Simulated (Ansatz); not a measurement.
Problem. Name crystals whose computed values (the program Ansatz at the PBEsol level (PAW)) fall in these windows: B₀ by P(V) fit (GPa) 190 to 230; Θ_D (K) 300 to 430.

Solution. 

```csv
crystal,B₀ by P(V) fit (GPa),Θ_D (K)
"SnMo2C, P6_3/mmc (Sn on 2d, Mo on 4f, C on 2a)",200,360
"V, bcc (W type)",197,336
"NaPt3O4, Pm-3n (Na on 2a, Pt on 6c, O on 8e)",219,360
"Pd, fcc (Cu type)",205,304
```
Others may fit too.

Typed or built starts, not in the databases checked: SnMo2C, P6_3/mmc (Sn on 2d, Mo on 4f, C on 2a). Standing as an ambient phase not checked: NaPt3O4, Pm-3n (Na on 2a, Pt on 6c, O on 8e). Began spin-polarised and lost the moments: Pd, fcc (Cu type). All cells were relaxed under the symmetry of their starts (and spin orders); stability against distortions was not tested throughout. Rows with no word on spin ran without spin polarisation. Scalar-relativistic: spin–orbit coupling is off unless named, which matters more the heavier the elements.

Potentials: the earlier of the program's two PAW sets.
